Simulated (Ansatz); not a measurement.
The cell is the one relaxed in the Materials Project (mp-22848), not relaxed further here; entries there can be hypothetical.

Cl: DFT, r2SCAN, PAW with Ansatz's default frozen-core files, scalar-relativistic (Ansatz 0.2.0).

```yaml
crystal:
  lattice:
    - [3.26420559, -2.057471755, 0.0]
    - [3.26420559, 2.057471755, 0.0]
    - [0.0, 0.0, 8.40239547]
  atoms:
    - { symbol: Cl, position: [0.88547531, 0.11452469, 0.60475299] }
    - { symbol: Cl, position: [0.11452469, 0.88547531, 0.39524701] }
    - { symbol: Cl, position: [0.61452469, 0.38547531, 0.10475299] }
    - { symbol: Cl, position: [0.38547531, 0.61452469, 0.89524701] }
kpoints:
  mp_grid: { grid: [7, 7, 3] }
  band_path:
    path:
      - [0.0, 0.0, 0.0]
      - [0.5, 0.5, 0.0]
      - [0.3493236713, 0.6506763287, 0.0]
      - [-0.3493236713, 0.3493236713, 0.0]
      - [0.0, 0.0, 0.0]
      - [0.0, 0.0, 0.5]
      - [-0.3493236713, 0.3493236713, 0.5]
      - [0.3493236713, 0.6506763287, 0.5]
      - [0.5, 0.5, 0.5]
    npoints: 8
scf:
  occupations: { method: fermi_dirac, width: 0.03 }
hamiltonian:
  xc: r2scan
  pseudopotentials: { kind: paw }
output:
  forces: true
  stress: true
  eigenvalues: true
  efg: { contact_densities: true }
  populations: true
  bader: true
  dos: { projected: true, de: 0.2, e_range: [-14, 8] }
```

Output:

```
Engine: ansatz 0.2.0
Pseudopotentials: kind: paw
Pseudopotential: Cl, paw, valence charge 7, recommended cutoff 500 eV (meta_gga)
Functional definition: r2SCAN
  parameter k0 = 0.174
  parameter k1 = 0.065
  parameter a1 = 4.9479
  exchange = r2scan_x(k0 = k0, k1 = k1, a1 = a1)
  correlation = r2scan_c
Crystal: 4 atoms, lattice volume = 112.861 Å³
Basis set: ecut = 500 eV, 2823 PW (Γ), exchange–correlation on 120×120×256 points (64 copies of the dense FFT grid, shifted against one another)
Bands: 18, of which v1, the nominal top of the filled ones, is band 14 counted from 1 (13 counted from 0)
Symmetry: 8 space group operations
Space group: Cmce (ITA 64), of the structure as read, at distance tolerance 4.8e-5 Å
k-points: 32 of 147
Non-local potential: Cl, projectors of the file, l = 0: 2, l = 1: 2, l = 2: 2
PAW form: soft (Blöchl's): semilocal exchange-correlation on the pseudo side does not see the compensation charge
PAW frozen core: Cl, regenerated for the run's functional (the file was generated under x = pbe(κ = 0.804, μ = 0.2195149727645171), c = pbe(β = 0.06672455060314922))
PAW one-centre angular grid: Cl, 302 points (default); XC on 160 Gauss nodes
Initial density: superposition of atomic densities (neutral atoms: chi_scale 0, normalization atom), corrected by the library's trained network
Initial wavefunctions: pseudopotential atomic-orbital guess
Functional: x = r2scan, c = r2scan; τ floored in thin density (d = 2e-4 eV/Å³)
SCF iter   1: F=—  HF=-4334.489047 eV  |F-HF|=—  |Δ(HF+E_count)|=         —  Δρ=5.43e-3  dr2=2.53e-2  dr2_τ=7.34e-2  ethr=1.77e-3  ⟨swp⟩=6.5  Hψ=3389  notcnv=0
preconditioner: auto → Resta (q_TF=auto, 2.163 Å⁻¹)  ε∞=3.3  [insulator: Δε(μ)=2.625 eV  Ē_g=12.173 eV  σ=0.030 eV  W_gap=1.00  n_scr=22 (ndim 8)  ℏωp=18.5 eV  f_vac=0.012  D(μ)=0.00/eV (n_scr^D=0)  ε∞_Penn≈3.3]
SCF iter   2: F=—  HF=-4334.497662 eV  |F-HF|=—  |Δ(HF+E_count)|=   8.61e-3  Δρ=2.62e-3  dr2=4.60e-3  dr2_τ=1.64e-4  ethr=9.04e-5  ⟨swp⟩=2.2  Hψ=1260  notcnv=0
SCF iter   3: F=—  HF=-4334.496368 eV  |F-HF|=—  |Δ(HF+E_count)|=   1.29e-3  Δρ=3.97e-4  dr2=5.67e-5  dr2_τ=7.39e-6  ethr=1.64e-5  ⟨swp⟩=2.0  Hψ=1024  notcnv=0
SCF iter   4: F=—  HF=-4334.496438 eV  |F-HF|=—  |Δ(HF+E_count)|=   6.95e-5  Δρ=6.41e-5  dr2=2.84e-6  dr2_τ=2.82e-7  ethr=2.02e-7  ⟨swp⟩=2.4  Hψ=1012  notcnv=0
iter 5 did not close the SCF: its close was put off for the readings that it lacked (scf_convergence_deferred on its scf_iter line)
SCF iter   5: F=-4334.496440 eV  HF=-4334.496440 eV  |F-HF|=9.70e-8  |Δ(HF+E_count)|=   2.39e-6  Δρ=8.85e-6  dr2=5.12e-8  dr2_τ=6.03e-9  ethr=1.02e-8  ⟨swp⟩=2.0  Hψ=960  notcnv=0
SCF iter   6: F=-4334.496440 eV  HF=-4334.496440 eV  |F-HF|=3.52e-9  |Δ(HF+E_count)|=   1.05e-7  Δρ=1.29e-6  dr2=1.29e-9  dr2_τ=2.07e-10  ethr=1.83e-10  ⟨swp⟩=2.1  Hψ=2155  notcnv=0
SCF 1 converged in 6 iterations: F = -4334.496440 eV  dr2 = 1.29e-9
  greatest PAW one-centre occupation: 0.935 electrons in one spin orbital (limit 2), on the Cl atom at site 3 (counted from 0), in its partial waves of l = 0
NSCF: frozen V_eff on 65 k-points
SCF converged after 6 iterations
Free energy (F): -4334.496440 eV
Harris-Foulkes:  -4334.496440 eV  (|F-HF|=3.52e-9)
Internal energy: -4334.496440 eV  (E = F + TS)
E sigma→0 (E₀):  -4334.496440 eV
Fermi energy:    1.746762 eV
--- Per-component energies (eV) ---
  E_band       = -160.804043
  E_kinetic    = 637.248943
  E_local      = -1104.406148  (includes V_loc(G=0)·N_el)
  E_nonlocal   = 113.975433
  E_hartree    = 338.279502
  E_xc         = -411.902638
  E_vxc        = -532.985062  (∫ρ·V_xc dr)
  E_paw        = -2664.605106  (= ΣΔE_a)
  E_vpaw       = 20.237725  (= ΣTr[D̂ρ^β])
  E_aug_tail   = 0.000154  (compensation charges beyond the density's cutoff)
  E_vtau       = 28.565704  (kinetic-family band-sum trace: ∫τ·v_τ [+ j·A + Jᵃ·Aᵃ] dr)
  E_ewald      = -1242.540955
  E_core_change = -0.545627  (= ΣΔE_core)
  E_smearing   = -0.000000  (= −TS)
  E_closure    = 0.000000  (closes the sum)
  Σ components = -4334.496440   (vs F -4334.496440, Δ=0.00e0)
--- Forces (eV/Å), atoms counted from 1 ---
  atom   1  Cl     0.00000000     0.10648005     0.19373728
  atom   2  Cl    -0.00000000    -0.10648005    -0.19373728
  atom   3  Cl    -0.00000000    -0.10648005     0.19373728
  atom   4  Cl     0.00000000     0.10648005    -0.19373728
  max |Σ_I F_I| component: 1.39e-17 eV/Å
--- Stress (GPa, compression-positive) ---
        0.014535       0.000000       0.000000
        0.000000       0.219236       0.000000
        0.000000       0.000000       0.775887
  P = ⅓ Tr σ = 0.3366 GPa (3.366 kbar)
--- PAW observables at the nuclei: V_zz in 10²¹ V/m², potentials from the cell's mean, atoms counted from 1 ---
  atom   1  Cl V_zz =   +54.327873   η = 0.0626   by run symmetry: allowed
            electrostatic potential = -1769.314800 V   contact ρ = 24067.588621 e/Å³
  atom   2  Cl V_zz =   +54.327873   η = 0.0626   by run symmetry: allowed
            electrostatic potential = -1769.314800 V   contact ρ = 24067.588621 e/Å³
  atom   3  Cl V_zz =   +54.327873   η = 0.0626   by run symmetry: allowed
            electrostatic potential = -1769.314800 V   contact ρ = 24067.588621 e/Å³
  atom   4  Cl V_zz =   +54.327873   η = 0.0626   by run symmetry: allowed
            electrostatic potential = -1769.314800 V   contact ρ = 24067.588621 e/Å³
--- Band table (eV; the first three rows and the last of 32) ---
  k-point 0: bands = ["-17.2282", "-16.9807", "-12.9749", "-12.2082", "-5.4776", "-4.1877", "-2.4089", "-2.3022", "-2.1699", "-2.0647", "-0.3984", "0.0759", "0.2904", "0.4232", "3.0614", "4.0891", "7.7324", "7.9248"]
  k-point 1: bands = ["-17.1712", "-17.0479", "-12.7896", "-12.4080", "-5.1818", "-4.5536", "-2.3140", "-2.2259", "-2.1447", "-2.0921", "-0.3683", "-0.1081", "0.3248", "0.3911", "3.2953", "3.7965", "7.9711", "8.0917"]
  k-point 2: bands = ["-17.1865", "-16.9615", "-12.9323", "-12.2435", "-5.4517", "-4.2695", "-2.6450", "-2.5094", "-2.2518", "-2.1722", "-0.2920", "0.0950", "0.2303", "0.3359", "3.1226", "4.0326", "8.1480", "8.3003"]
  k-point 31: bands = ["-16.9681", "-16.8780", "-12.6155", "-12.3488", "-5.0338", "-4.6168", "-3.6030", "-3.3479", "-2.8006", "-2.6234", "-0.5888", "-0.4094", "-0.0950", "-0.0802", "3.3813", "3.6944", "9.5992", "9.9718"]
--- Löwdin populations: 4 sites ---
  site symbol       q [e]
     0     Cl      6.9516
     1     Cl      6.9516
     2     Cl      6.9516
     3     Cl      6.9516
  spilling = 0.006911 (of n_electrons = 28.000000)
--- Bader charges: 4 sites ---
  site symbol  charge [e]  shift [e]
     0     Cl      0.0000     0.0000
     1     Cl      0.0000     0.0000
     2     Cl      0.0000     0.0000
     3     Cl      0.0000     0.0000
  estimated error of the sums over rays = 4.5e-5 e
```

populations.tsv:

```
# site	symbol	l	j	q
# orbitals = lowdin
# n_electrons = 28.000000
# spilling = 0.006911
0	Cl	0_3S	-	1.936917
0	Cl	1_3P	-	5.014706
1	Cl	0_3S	-	1.936917
1	Cl	1_3P	-	5.014706
2	Cl	0_3S	-	1.936917
2	Cl	1_3P	-	5.014706
3	Cl	0_3S	-	1.936917
3	Cl	1_3P	-	5.014706
```

bader_charges.tsv:

```
# site	symbol	x_ang	y_ang	z_ang	partial_charge_e	electrons	volume_ang3	relative_density_drop	shared_charge_e	partial_wave_shift_e
# quadrature_error_electrons = 4.5e-5
0	Cl	3.2642	-1.5862	5.0814	0.00000	17.00000	28.22	-	0.00000	0.00000
1	Cl	3.2642	1.5862	3.3210	-0.00001	17.00001	28.22	-	-0.00001	0.00000
2	Cl	3.2642	-0.4713	0.8802	0.00000	17.00000	28.22	-	0.00000	0.00000
3	Cl	3.2642	0.4713	7.5222	0.00000	17.00000	28.22	-	0.00000	0.00000
```
